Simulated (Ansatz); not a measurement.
FeO (Fm-3m): electronic heat capacity from the density of states

Method: DFT PBE, scalar-relativistic, plane waves, PAW (Ansatz 0.2.0).

Plane waves to 420 eV, a k mesh through Γ of 18×18×18 on the computed 2-atom cell and Gaussian smearing (0.10 eV); collinear spin from starting moments 3.79 0.35 μB.

Relaxed cell: Fm-3m, a = 4.309 Å, b = 4.309 Å, c = 4.309 Å, α = 90.00°, β = 90.00°, γ = 90.00°, 2 atoms in the primitive cell.

The density of states at the Fermi level is 1.206 states/eV in the cell of 2 atoms (1 formula unit; both spins, tetrahedra on a 27×27×27 mesh). The run ends with a moment of 4.00 μB a cell (largest on a site 3.45 μB), and the figure is for this state; a paramagnetic sample can have a quite different one. Another magnetic order, if the compound takes it, can change N(E_F) and the shape of the cell a good deal, and may open a gap, where γ is close to zero.

Question: What Sommerfeld coefficient does this give?

Answer: Per formula unit N(E_F) = 1.206 states/eV. γ = (π²/3) k_B² N(E_F) N_A = 2.357 mJ/(mol K²) per state/eV, so γ = 2.8 mJ/(mol K²), a mole of formula units. This is the bare band result: a measured γ of the same phase and magnetic order is as a rule larger by a factor 1 + λ from phonons and spin fluctuations. N(E_F) at one energy is sensitive to the mesh where the density of states has sharp peaks.

The cell holds one magnetic atom, so it can only be ferromagnetic; an antiferromagnetic order may lie lower.

Only this magnetic start was tried.

Cost: 1 run of about 1.4 core-minutes, on Intel Xeon Platinum 8175M (Skylake/Cascade Lake) (shared hosts).